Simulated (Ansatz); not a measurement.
**Calculated with Ansatz: KTlO2F2, settings compared**

Launch command:

```bash
ansatz run input.yaml --threads 1 --pin off --max-ram 2560MiB --backend cpu --events-out ev --progress --plain --runs-dir out
```

Input:

```yaml
crystal:
  lattice:
    - [1.322718, -4.040875, 0.0]
    - [0.0, 2.236921, -3.615861]
    - [5.511054, 4.040875, 0.0]
  atoms:
    - { symbol: F, position: [0.356, 0.644, 0.068] }
    - { symbol: F, position: [0.644, 0.356, 0.932] }
    - { symbol: O, position: [0.102, 0.898, 0.306] }
    - { symbol: O, position: [0.898, 0.102, 0.694] }
    - { symbol: K, position: [0.5, 0.5, 0.5] }
    - { symbol: Tl, position: [0.0, 0.0, 0.0] }
  symmetry: { tolerance: 0.0003 }
kpoints:
  mp_grid: { grid: [5, 5, 5], shift: [0, 0, 0] }
magnetization:
  spin_polarized: false
scf:
  occupations: { method: cold, width: 0.2327 }
hamiltonian:
  pseudopotentials: { kind: paw }
  xc: pbesol
basis:
  ecutwfc: 420
output:
  forces: true
  stress: true
  eigenvalues: true
  write_density: true
  write_potential: true
  elf: true
  volumetric_format: npy
```

Origin of the cell: a known structure type with other elements, at an estimated volume, so it need not be a known compound.

Output of this run (shortened):

```
Warning: crystal.lattice misses the space group found at crystal.symmetry.tolerance 3.0e-4 in a digit that the deck types, which is why this is a warning: making the lattice exact moves one o […]
Pseudopotentials: kind: paw
Pseudopotential: F, paw, valence charge 7, recommended cutoff 420 eV (normal), F.paw.azcp
Pseudopotential: O, paw, valence charge 6, recommended cutoff 420 eV (normal), O.paw.azcp
Pseudopotential: K, paw, valence charge 9, recommended cutoff 420 eV (normal), K.paw.azcp
Pseudopotential: Tl, paw, valence charge 13, recommended cutoff 420 eV (normal), Tl.paw.azcp
Functional definition: PBEsol
  exchange = pbesol_x
  correlation = pbesol_c
Crystal: 6 atoms, lattice volume = 99.850 Å³
Basis set: ecut = 420 eV, 1941 PW (Γ), exchange–correlation on 60×60×96 points (8 copies of the dense FFT grid, shifted against one another)
Bands: 30, of which v1, the nominal top of the filled ones, is band 24 counted from 1 (23 counted from 0)
Symmetry: 12 space group operations
Space group: R-3m (ITA 166), of the structure as read, at distance tolerance 1.4e-3 Å
[… 13 lines left out …]
Initial density: superposition of atomic densities (neutral atoms: chi_scale 0, normalization atom), corrected by the library's trained network
Functional: x = pbesol(κ = 0.804, μ = 0.123457), c = pbesol(β = 0.046)
SCF iter   1: F=—  HF=-15528.741853 eV  Δρ=1.86e-2  dr2=3.38e-1
SCF iter   2: F=—  HF=-15528.699303 eV  S|Δr|=    0.00e0  Δρ=7.16e-3  dr2=7.99e-2  defer=1
SCF iter   3: F=—  HF=-15528.698344 eV  S|Δr|=    0.00e0  Δρ=5.51e-3  dr2=3.63e-2  defer=1
SCF iter   4: F=—  HF=-15528.694792 eV  S|Δr|=    0.00e0  Δρ=1.15e-3  dr2=1.98e-3  defer=2
SCF iter   5: F=—  HF=-15528.694444 eV  S|Δr|=    0.00e0  Δρ=6.19e-4  dr2=5.49e-4  defer=3
SCF iter   6: F=—  HF=-15528.694318 eV  S|Δr|=    0.00e0  Δρ=3.07e-4  dr2=1.89e-4  defer=4
SCF iter   7: F=—  HF=-15528.694282 eV  S|Δr|=    0.00e0  Δρ=1.45e-4  dr2=2.56e-5  defer=4
SCF iter   8: F=—  HF=-15528.694290 eV  S|Δr|=    0.00e0  Δρ=3.14e-5  dr2=7.87e-7  defer=3
SCF iter   9: F=-15528.694290 eV  HF=-15528.694290 eV  S|Δr|=    0.00e0  Δρ=8.78e-6  dr2=5.46e-8
SCF 1 converged in 9 iterations: F = -15528.694290 eV  dr2 = 5.46e-8
SCF converged after 9 iterations
Stability not checked: this state was not tested for a lower state beside it, because cold or Methfessel-Paxton smearing, or corrected tetrahedra, fill the levels in a way that the test cannot read (fill_not_monotonic; […]
Free energy (F): -15528.694290 eV
Harris-Foulkes:  -15528.694290 eV  (|F-HF|=3.13e-8)
Internal energy: -15528.689377 eV  (E = F + TS)
E sigma→0 (E₀):  -15528.692652 eV
Entropy (-TS):   -0.004913 eV (-0.819 meV/atom)
Fermi energy:    2.496668 eV
--- Per-component energies (eV) ---
  E_band       = -252.245746
  E_kinetic    = 1345.241891
  E_local      = -3812.274752  (includes V_loc(G=0)·N_el)
  E_nonlocal   = 578.978663
  E_hartree    = 1418.179548
  E_xc         = -657.774793
  E_vxc        = -686.327075  (∫ρ·V_xc dr)
  E_paw        = -11476.053184  (= ΣΔE_a)
  E_vpaw       = -514.225834  (= ΣTr[D̂ρ^β])
  E_aug_tail   = 0.008691  (compensation charges beyond the density's cutoff)
  E_ewald      = -2925.297053
  E_core_change = 0.301611  (= ΣΔE_core)
  E_smearing   = -0.004913  (= −TS)
  Σ components = -15528.694290   (vs F -15528.694290, Δ=0.00e0)
--- Forces (eV/Å), atoms counted from 1 ---
  atom   1  F      0.100432     0.032875     0.020338
  atom   2  F     -0.100432    -0.032875    -0.020338
  atom   3  O      0.557002     0.182326     0.112794
  atom   4  O     -0.557002    -0.182326    -0.112794
  atom   5  K     -0.000000     0.000000     0.000000
  atom   6  Tl     0.000000     0.000000     0.000000
  max |Σ_I F_I| component: 2.78e-17 eV/Å
--- Stress (GPa, compression-positive) ---
        2.135852       0.948602       0.586845
        0.948602      -0.451601       0.192094
        0.586845       0.192094      -0.643273
  P = ⅓ Tr σ = 0.3470 GPa (3.470 kbar)
```

The same input was run again with these changes:

1. `magnetization` { spin_polarized: false } → { spin_polarized: true } (starts: ferro); typed moments: F1 3, F2 3, O3 2, O4 1, K5 3, Tl6 3
2. `basis.xc_grid` default → 4
3. `scf.occupations.width` 0.2327 → default; `scf.occupations.method` cold → tetrahedron; `kpoints.mp_grid.shift` [0, 0, 0] → [0.5, 0.5, 0.5]
4. `scf.occupations.width` 0.2327 → 0.01; `scf.eigensolver.kind` default → davidson

| run | end | SCF iterations | P (GPa) | max force component (eV/Å) | moment (μB) | ΔE(σ→0) (meV/atom) |
| --- | --- | --- | --- | --- | --- | --- |
| base | converged | 9 | 0.35 | 0.557 | – | 0 |
| 1 | converged | 27 | 1.61 | 0.897 | 2.06 | -75.21 |
| 2 | converged | 9 | 0.35 | 0.557 | – | 0.00 |
| 3 | converged | 12 | 0.60 | 0.685 | – | 0.86 |
| 4 | converged | 13 | 0.57 | 0.693 | – | 2.00 |

Energies are compared only where functional, datasets, charge and starting cell are the same.

Caveats of the base run: no spin, though holes on the anions or broken bonds may carry moments; no spin-orbit coupling, though heavy elements are present; the k mesh is coarse if the cell is a metal; wide smearing.

Run 1: one start, so the magnetic state may not be the lowest.
Run 3: forces and stress under tetrahedra may miss the slope of the energy; the k mesh keeps only part of the crystal's symmetry.

The base run took 5.4 s on 1 thread of Arm Neoverse V1, with other jobs on the host, peak memory 0.37 GiB, from the program's own first density.
